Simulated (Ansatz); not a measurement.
All numbers below come from DFT PBE, scalar-relativistic, plane waves, PAW (Ansatz). All cells share a 420 eV cutoff and Γ-centred k meshes spaced at most about 0.3 Å⁻¹ (about 0.25 or finer for metals, 2π included). No spin polarisation in the final relaxations.

These are static total energies at zero pressure.

Compare these two cells of TiHg3Sb2, each relaxed at this level.

A.

```cif
data_structure
_symmetry_space_group_name_H-M 'P-4m2'
_symmetry_Int_Tables_number 115
_cell_length_a 4.6472
_cell_length_b 4.6472
_cell_length_c 7.0070
_cell_angle_alpha 90.000
_cell_angle_beta 90.000
_cell_angle_gamma 90.000
_cell_volume 151.33
loop_
_atom_site_label
_atom_site_type_symbol
_atom_site_symmetry_multiplicity
_atom_site_Wyckoff_symbol
_atom_site_fract_x
_atom_site_fract_y
_atom_site_fract_z
_atom_site_occupancy
Ti1 Ti 1 a 0.00000 0.00000 0.00000 1
Hg1 Hg 1 b 0.50000 0.50000 0.00000 1
Hg2 Hg 2 g 0.00000 0.50000 0.31811 1
Sb1 Sb 2 g 0.00000 0.50000 0.74032 1
```

B.

```cif
data_structure
_symmetry_space_group_name_H-M 'P-3m1'
_symmetry_Int_Tables_number 164
_cell_length_a 4.5127
_cell_length_b 4.5127
_cell_length_c 9.1627
_cell_angle_alpha 90.000
_cell_angle_beta 90.000
_cell_angle_gamma 120.000
_cell_volume 161.60
loop_
_atom_site_label
_atom_site_type_symbol
_atom_site_symmetry_multiplicity
_atom_site_Wyckoff_symbol
_atom_site_fract_x
_atom_site_fract_y
_atom_site_fract_z
_atom_site_occupancy
Ti1 Ti 1 a 0.00000 0.00000 0.00000 1
Hg1 Hg 1 b 0.00000 0.00000 0.50000 1
Hg2 Hg 2 d 0.33333 0.66667 0.13060 1
Sb1 Sb 2 d 0.33333 0.66667 0.74025 1
```

Question: Which would you expect to be lower, and how large is the difference?

Answer: A is lower, by 79 meV/atom. A has space group P-4m2 (No. 115), 25.2 Å³/atom and no gap on its mesh; B has space group P-3m1 (No. 164), 26.9 Å³/atom and no gap. Counting Sb atoms around Hg and Ti (those within 1.25 times the shortest such distance or 1.15 times the sum of covalent radii, 1.27 where that leaves under three; a plus sign parts nearer from farther groups; the shortest distance is added where it exceeds 1.18 times the sum of covalent radii; a slash parts the counts of unlike sites), A has Ti 4, Hg 4/1+4 and B has Ti 6 from 3.5 Å, Hg 3+1/6 from 3.4 Å. The denser one is the lower, and pressure would at first widen the difference. Even the lower one lies +0.05 eV/atom against the reference forms of the elements (uncorrected), so neither is stable at this level. In A, Ti is surrounded by 4 Sb at 2.95 Å and 8 Hg at 3.22–3.29 Å; Hg on a site of symmetry -4m2 has 4 Sb at 2.95 Å, 4 Hg at 3.22 Å and 4 Ti at 3.29 Å; around Sb lie 2 Ti at 2.95 Å, 3 Hg at 2.95–2.96 Å and 4 Hg at 3.31 Å; 1 more site not described. In B, around Ti lie 6 Hg at 2.87 Å and 6 Sb at 3.53 Å; Hg on a site of symmetry -3m has 6 Sb at 3.41 Å, 12 Hg at 4.27–4.51 Å and 2 Ti at 4.58 Å; Sb is surrounded by 3 Hg at 2.86 Å, 4 Hg at 3.41–3.58 Å and 3 Ti at 3.53 Å; 1 more site not described. Both come from invented guesses.

These runs have no spin–orbit coupling, which can matter for Hg and Sb. Cells relaxed within their symmetry can be saddle points.
